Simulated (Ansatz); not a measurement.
# K3Ge: changing the choice of potentials or basis

The cell as given:

Symmetry: Fm-3m, No. 225, cubic system. Conventional cell: a = 8.622 Å, b = 8.622 Å, c = 8.622 Å, α = 90.00°, β = 90.00°, γ = 90.00°. Around Ge (site symmetry m-3m) lie 8 K at 3.73 Å. K (site symmetry m-3m) has 8 K at 3.73 Å as nearest neighbours. K (site symmetry -43m) is surrounded by 4 K at 3.73 Å and 4 Ge at 3.73 Å.

The cell comes from a database or a generator and needn't be the stable form of this composition.

Kept alike: task relaxation of cell and atoms; functional PBE; k mesh 6 × 6 × 6; occupations fermi-dirac, width 0.05 eV; no spin polarisation. Program: Ansatz. Cutoffs run from 680 to 1687 eV. The mesh is that of the run's cell of 4 atoms. No spin-orbit coupling.

| choice of potentials or basis | volume (Å³/atom) |
| --- | --- |
| Ansatz NC | 40.060 |
| Ansatz PAW (files of its older set among them) | 40.060 |
| JTH PAW | 40.379 |
| PseudoDojo standard (PBE files) | 40.060 |
| PseudoDojo stringent (PBE files) | 40.060 |
| SPMS NC | 40.122 |

Stopped at the starting cell, within the stress tolerance: Ansatz NC, Ansatz PAW (files of its older set among them), PseudoDojo standard (PBE files), PseudoDojo stringent (PBE files). The relaxations keep at least the cell's symmetry (Fm-3m). For a metal such a mesh leaves the last digits unconverged. Relaxations stop with a little pressure left, so the last digits of a volume or edge aren't settled.

Problem. What does the choice of potentials or basis change here?

Solution. The volume runs from 40.060 (Ansatz NC; Ansatz PAW (files of its older set among them); PseudoDojo standard (PBE files); PseudoDojo stringent (PBE files)) to 40.379 Å³/atom (JTH PAW).
